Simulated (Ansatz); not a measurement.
Relaxed-ion elastic tensor of AgI (NiAs type, P6_3/mmc) in GPa (Voigt order), PBEsol (plane waves, PAW; program Ansatz); density 7.19 g/cm³, 27.10 Å³ per atom.

```tsv
	1	2	3	4	5	6
1	57.0	45.6	43.0	0.0	0.0	0.0
2	45.6	57.0	43.0	0.0	0.0	0.0
3	43.0	43.0	51.3	0.0	0.0	0.0
4	0.0	0.0	0.0	6.0	0.0	0.0
5	0.0	0.0	0.0	0.0	6.0	0.0
6	0.0	0.0	0.0	0.0	0.0	5.7
```

Q: Is the crystal mechanically stable?

A: Yes: the smallest eigenvalue of C is 5.7 GPa.

Q: Work out the Voigt, Reuss and Hill averages.

A: K_V = 47.6, K_R = 47.2, K_H = 47.4; G_V = 5.8, G_R = 5.8, G_H = 5.8 GPa.

Q: Give Young's modulus, Poisson's ratio, Pugh's ratio and the universal anisotropy index.

A: E = 9KG/(3K + G) = 16.7 GPa; ν = 0.44; K/G = 8.20 (ductile by the Pugh limit of 1.75); A_U = 5G_V/G_R + K_V/K_R − 6 = 0.03.

Q: Estimate the sound speeds and the Debye temperature.

A: v_l = √((K + 4G/3)/ρ) = 2770 m/s, v_t = √(G/ρ) = 896 m/s, mean 1020 m/s; Θ = (h/k)(3n/4πV)^(1/3) v_m = 101 K.

Q: Solve the Christoffel equation for the three sound speeds along x, y, z.

A: Eigenvalues of C_ijkl n_j n_l equal ρv². In km/s, slowest first: x 0.89, 0.91, 2.82; y 0.89, 0.91, 2.82; z 0.91, 0.91, 2.67.

Q: How much does each axis shrink under pressure?

A: Linear compressibilities β_i = Σ_j S_ij (j = 1 to 3): x 5.3, y 5.3, z 11 per TPa.

The start of the workflow was typed in or built on a structure type; neither database checked (COD, Materials Project) lists it. It is not the phase usual at ambient conditions (space group No. 186, 216). The cell was relaxed with PBEsol under the symmetry of its start; of distortions, only those at the zone centre were tested. The run is not spin-polarised. Scalar-relativistic: spin–orbit coupling is off unless named, which matters more the heavier the elements.

Potentials: the later of the program's two PAW sets.
